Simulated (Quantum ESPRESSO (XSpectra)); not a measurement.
Quantum ESPRESSO (XSpectra) run for X-ray absorption at the Ge K edge of HfGe2 (Cmcm). Geometry: Materials Project entry mp-13683 (a computed structure). The cell is the entry's, not relaxed again. The ground-state test found no gap over 0.25 eV with this functional, so the cell is neutral with smeared occupations; energies count from the Fermi level. pw.x input:

```
&CONTROL
  calculation = 'scf'
  prefix = 'x'
  pseudo_dir = './pseudo'
  outdir = './out'
/
&SYSTEM
  ibrav = 0
  nat = 24
  ntyp = 3
  ecutwfc = 46
  input_dft = 'PZ'
  occupations = 'smearing'
  smearing = 'mv'
  degauss = 0.02
/
&ELECTRONS
  conv_thr = 2.4e-07
  mixing_beta = 0.4
/
ATOMIC_SPECIES
Geh 72.630 Ge.lda-tm-gipaw-star1s.UPF
Hf 178.490 Hf.upf
Ge 72.630 Ge.lda-tm-gipaw.UPF
CELL_PARAMETERS angstrom
   0.000000000    0.000000000   -7.505600000
  -7.572200000    0.000000000    0.000000000
  -1.893050000    7.487840000    0.000000000
ATOMIC_POSITIONS crystal
Hf     0.125000000    0.053065000    0.787740000
Hf     0.625000000    0.053065000    0.787740000
Hf     0.125000000    0.553065000    0.787740000
Hf     0.625000000    0.553065000    0.787740000
Hf     0.375000000    0.446935000    0.212260000
Hf     0.875000000    0.446935000    0.212260000
Hf     0.375000000    0.946935000    0.212260000
Hf     0.875000000    0.946935000    0.212260000
Ge     0.125000000    0.220210000    0.119160000
Ge     0.625000000    0.220210000    0.119160000
Ge     0.125000000    0.720210000    0.119160000
Ge     0.625000000    0.720210000    0.119160000
Ge     0.375000000    0.279790000    0.880840000
Ge     0.875000000    0.279790000    0.880840000
Ge     0.375000000    0.779790000    0.880840000
Ge     0.875000000    0.779790000    0.880840000
Geh    0.375000000    0.125075000    0.499700000
Ge     0.875000000    0.125075000    0.499700000
Ge     0.375000000    0.625075000    0.499700000
Ge     0.875000000    0.625075000    0.499700000
Ge     0.125000000    0.374925000    0.500300000
Ge     0.625000000    0.374925000    0.500300000
Ge     0.125000000    0.874925000    0.500300000
Ge     0.625000000    0.874925000    0.500300000
K_POINTS automatic
4 4 4 0 0 0
```

xspectra.x input:

```
&input_xspectra
  calculation = 'xanes_dipole'
  edge = 'K'
  prefix = 'x'
  outdir = './out'
  xonly_plot = .false.
  xiabs = 1
  xcoordcrys = .false.
  xepsilon(1) = 1.0
  xepsilon(2) = 0.0
  xepsilon(3) = 0.0
  xe0 = 11.9890
  xniter = 1500
  xcheck_conv = 50
  xerror = 0.002
  x_save_file = 'x0.sav'
/
&plot
  xnepoint = 451
  xemin = -5.0
  xemax = 40.0
  xgamma = 1.5
  terminator = .true.
  cut_occ_states = .true.
/
&pseudos
  filecore = 'core.wfc'
/
&cut_occ
  cut_desmooth = 0.1
  cut_stepl = 0.01
  cut_ierror = 1e-6
/
3 3 3 1 1 1
```

End of the pw.x output:

```
   -19.1387 -19.1375 -19.1221 -19.1175 -19.1121 -19.1087 -19.1084 -19.1059
   -19.1048 -19.0985 -19.0711 -19.0680 -19.0666 -19.0654 -19.0608 -19.0505
    -0.5796   0.5532   0.5595   0.5913   0.9014   1.0408   1.0569   1.0716
     3.7417   4.3127   4.3179   4.3239   4.3506   4.7060   4.7171   4.7662
     6.4681   6.4896   6.6869   6.7706   6.8044   6.9820   6.9899   6.9989
     7.7069   7.7254   7.7648   7.7773   8.7095   8.8501   8.8635   8.9659
     9.2795   9.3891   9.4009   9.4288   9.7824   9.8289   9.8740   9.8876
    10.3693  10.5387  10.5487  10.5610  10.8353  10.8461  10.9692  11.0031
    12.2132  12.3432  12.3514  12.3977  12.9921  13.0027  13.0277  13.0941
    13.9042  14.0456  14.0550  14.1178  14.4282  14.5262  14.5475  14.5671
    14.5933

     the Fermi energy is    11.9890 ev

!    total energy              =   -1438.20746492 Ry
     estimated scf accuracy    <       0.00000016 Ry
     smearing contrib. (-TS)   =      -0.00436590 Ry
     internal energy E=F+TS    =   -1438.20309902 Ry

     The total energy is F=E-TS. E is the sum of the following terms:
     one-electron contribution =    -189.82760425 Ry
     hartree contribution      =     159.68486605 Ry
     xc contribution           =    -677.24174119 Ry
     ewald contribution        =    -730.81861962 Ry

     convergence has been achieved in  17 iterations

     XML data file, charge density, pseudopotentials, collected wavefunctions
```

xspectra.x output, shortened:

```
... Begin STEP 1 ...

        Radial transition matrix element(s) used in the calculation of the
        initial vector of the Lanczos basis (|tilde{phi}_abs> normalized)
        | For PAW proj. (l=1) #1: radial matrix element =   0.003719043
        | For PAW proj. (l=1) #2: radial matrix element =   0.004609486

NB: the     7 k-point are not all listed below because npool=  4
        |-------------------------------------------------------------
        ! k-point #     1:  (-0.1652,  0.1253, -0.1667),  0.0741,   1
        |-------------------------------------------------------------
 okvan= F
        |   Norm of the initial Lanczos vector: 0.29628307E-02
        !   => CONVERGED at iter    400 with error=  0.00110115
        |-------------------------------------------------------------
        ! k-point #     2:  (-0.1652,  0.4594, -0.1667),  0.0741,   1
        |-------------------------------------------------------------
 okvan= F
        |   Norm of the initial Lanczos vector: 0.29628286E-02
        !   => CONVERGED at iter    400 with error=  0.00112982
        |-------------------------------------------------------------
        ! k-point #     3:  (-0.1652,  0.7935, -0.1667),  0.0741,   1
        |-------------------------------------------------------------
 okvan= F
        |   Norm of the initial Lanczos vector: 0.29628319E-02
        !   => CONVERGED at iter    400 with error=  0.00108341
        |-------------------------------------------------------------

        ...
... Begin STEP 2 ...

     The spectrum is calculated using the following parameters:
        xe0 [eV]:   11.9890
        the occupied states are elimintate from the spectrum
        xemin [eV]:  -5.00
        xemax [eV]:  40.00
        xnepoint:  451
        constant broadening parameter [eV]:    1.500
        Core level energy [eV]: -0.1110E+05
         (from electron binding energy of neutral atoms in X-ray data booklet)

     Cross-section successfully written in xanes.dat

     ... End STEP 2 ...

     xanes        :     78.10s CPU     78.60s WALL (       1 calls)

     -------------------------------------------------------------------------
                                END JOB XSpectra
     -------------------------------------------------------------------------
```

xanes.dat for the field along x, every fifth line (energy in eV, cross section):

```
   -5.000   8.8390e-05
   -4.500   9.9000e-05
   -4.000   1.1200e-04
   -3.500   1.2820e-04
   -3.000   1.4890e-04
   -2.500   1.7590e-04
   -2.000   2.1220e-04
   -1.500   2.6190e-04
   -1.000   3.3050e-04
   -0.500   4.2130e-04
    0.000   5.2740e-04
    0.500   6.3180e-04
    1.000   7.2820e-04
    1.500   8.2160e-04
    2.000   9.1470e-04
    2.500   1.0040e-03
    3.000   1.0820e-03
    3.500   1.1440e-03
    4.000   1.1850e-03
    4.500   1.2060e-03
    5.000   1.2150e-03
    5.500   1.2180e-03
    6.000   1.2110e-03
    6.500   1.1890e-03
    7.000   1.1520e-03
    7.500   1.0980e-03
    8.000   1.0320e-03
    8.500   9.6030e-04
    9.000   8.8820e-04
    9.500   8.1680e-04
   10.000   7.4480e-04
   10.500   6.7290e-04
   11.000   6.1530e-04
   11.500   5.8330e-04
   12.000   5.7110e-04
   12.500   5.7000e-04
   13.000   5.7890e-04
   13.500   5.9610e-04
   14.000   6.1910e-04
   14.500   6.4450e-04
   15.000   6.6000e-04
   15.500   6.6030e-04
   16.000   6.5360e-04
   16.500   6.4830e-04
   17.000   6.5020e-04
   17.500   6.5780e-04
   18.000   6.6120e-04
   18.500   6.6080e-04
   19.000   6.6340e-04
   19.500   6.6440e-04
   20.000   6.5810e-04
   20.500   6.4500e-04
   21.000   6.2910e-04
   21.500   6.1840e-04
   22.000   6.1390e-04
   22.500   6.0760e-04
   23.000   6.0010e-04
   23.500   5.9820e-04
   24.000   6.0020e-04
   24.500   6.0230e-04
   25.000   6.0380e-04
   25.500   6.0320e-04
   26.000   6.0140e-04
   26.500   5.9900e-04
   27.000   5.9650e-04
   27.500   5.9850e-04
   28.000   6.0760e-04
   28.500   6.1750e-04
   29.000   6.2310e-04
   29.500   6.2830e-04
   30.000   6.3430e-04
   30.500   6.3720e-04
   31.000   6.4280e-04
   31.500   6.5720e-04
   32.000   6.6900e-04
   32.500   6.6740e-04
   33.000   6.5950e-04
   33.500   6.5110e-04
   34.000   6.4290e-04
   34.500   6.3920e-04
   35.000   6.3720e-04
   35.500   6.2520e-04
   36.000   6.0260e-04
   36.500   5.8030e-04
   37.000   5.6050e-04
   37.500   5.3740e-04
   38.000   5.1380e-04
   38.500   4.9780e-04
   39.000   4.9160e-04
   39.500   4.9330e-04
   40.000   5.0200e-04
```
